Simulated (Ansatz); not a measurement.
**Calculated quadrupolar parameters for Ba₂SrTi₃O₉**

The cell is a computed structure from the Materials Project (it need not be an observed phase), taken as it stands.

```
Ba Sr Ti O
1.0
     2.82221   -8.45476    0.00000
     2.82221    8.45476    0.00000
     0.00000    0.00000    4.09804
Ba Sr Ti O
2 1 3 9
Direct
  0.66699 0.33301 0.00502
  0.33301 0.66699 0.00502
  0.00000 0.00000 0.99518
  0.16467 0.83533 0.48626
  0.83533 0.16467 0.48626
  0.50000 0.50000 0.48574
  0.16260 0.83740 0.03552
  0.83740 0.16260 0.03552
  0.50000 0.50000 0.03560
  0.83471 0.67123 0.52704
  0.50000 0.00000 0.52186
  0.16529 0.32877 0.52704
  0.32877 0.16529 0.52704
  0.00000 0.50000 0.52186
  0.67123 0.83471 0.52704
```

Sites (sets of like atoms) are named by element and the number of their first atom in this list.

The numbers come from a DFT calculation in Ansatz (PBE, plane waves and PAW (field gradients read without the response of the frozen cores, which leaves them typically 4 to 6 % off), with spin–orbit coupling, 420 eV cutoff, Γ-centred 4×4×5 k-points, Fermi–Dirac smearing 0.02 eV).

Conventions: |V_zz| ≥ |V_yy| ≥ |V_xx|, η = (V_xx − V_yy)/V_zz, C_Q = eQV_zz/h. Directions are in the Cartesian axes of the cell vectors above, for the atom listed; none is given where the gradient is under 0.02 or η is above 0.95.

| site | first atom | first shell | V_zz (10²¹ V/m²) | η | direction of V_zz (x, y, z) |
| --- | --- | --- | --- | --- | --- |
| Ba | 1 | 12 O at 2.81–2.95 Å | 1.14 | 0.11 | 0.00 0.98 0.21 |
| Sr | 3 | 12 O at 2.75–2.93 Å | 0.99 | 0.78 | 1.00 0.00 0.00 |
| Ti4 | 4 | 6 O at 1.85–2.25 Å | 1.29 | 0.28 | 0.00 0.00 1.00 |
| Ti6 | 6 | 6 O at 1.84–2.25 Å | 1.44 | 0.67 | 0.00 0.00 1.00 |
| O7 | 7 | 2 Ti at 1.85–2.25 Å, angle 178°; also 1 Sr at 2.75 Å, 3 Ba at 2.83–2.88 Å | 1.65 | 0.22 | 0.00 0.06 1.00 |
| O9 | 9 | 2 Ti at 1.84–2.25 Å, angle 180°; also 2 Ba at 2.83 Å, 2 Sr at 2.83 Å | 1.41 | 0.45 | 0.00 0.00 1.00 |
| O10 | 10 | 2 Ti at 1.98–1.99 Å, angle 170°; also 2 Sr at 2.75–2.93 Å, 2 Ba at 2.82–2.95 Å | 2.54 | 0.12 | 0.72 -0.69 0.00 |
| O11 | 11 | 2 Ti at 2.02 Å, angle 172°; also 4 Ba at 2.81–2.91 Å | 2.92 | 0.33 | -0.69 0.73 0.00 |

At O7, O9, O10 and O11 V_zz points along the line of its two bonds (within 4°) in each case. At Ti4 and Ti6 V_zz points along its shortest bond, to O (within 1°) in each case.

Hardware: 1 thread of Intel Xeon Platinum 8375C CPU @ 2.90GHz (Ice Lake) (x86_64; 16 cores open to the job, memory cap 3.0 GiB, no GPU), a shared host with a load of 0.6 a core. Wall time 4.5 min, CPU time 4.5 min, peak memory 1.7 GiB.
